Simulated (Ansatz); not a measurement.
**LuTl$_{3}$: pressure against volume, fitted**

```xyz
4
Lattice="4.6530 0.0000 0.0000 0.0000 4.6530 0.0000 0.0000 0.0000 4.6530" Properties=species:S:1:pos:R:3 pbc="T T T"
Lu    0.0000    0.0000    0.0000
Tl    0.0000    2.3265    2.3265
Tl    2.3265    0.0000    2.3265
Tl    2.3265    2.3265    0.0000
```

Atoms are numbered in the order listed.

The cell is COD entry 1538927, as deposited and not checked against the literature; nothing was relaxed.

No spin–orbit coupling, which matters for the heavy atoms here.

All numbers below come from Ansatz 0.2.0, DFT, PBEsol, all-electron LAPW, scalar-relativistic.

Numerical set-up: a Γ-centred 7×7×7 k mesh, Fermi–Dirac smearing of 0.08 eV, basis error target 1 meV/atom, no spin polarisation.

The cell is scaled evenly. Fractional coordinates are held (clamped ions).

| V (Å³/atom) | P (GPa) |
| --- | --- |
| 23.674 | 3.66 |
| 24.177 | 2.17 |
| 24.681 | 0.85 |
| 24.933 | 0.25 |
| 25.185 | -0.31 |
| 25.437 | -0.84 |
| 25.689 | -1.33 |
| 26.696 | -3.03 |

(1) Fit a third-order Birch–Murnaghan curve to the pressures.

(2) Predict the pressure at the withheld volume, 26.192 Å³/atom.

## Answers

(1) P = (3B0/2)(y^(7/2) − y^(5/2))[1 + (3/4)(B0′ − 4)(y − 1)] with y = (V0/V)^(2/3) fits within 0.01 GPa for V0 = 25.044 Å³/atom, B0 = 56.1 GPa and B0′ = 5.26.

(2) There y = 0.9706, so the fit gives -2.24 GPa; the run gave -2.23 GPa.
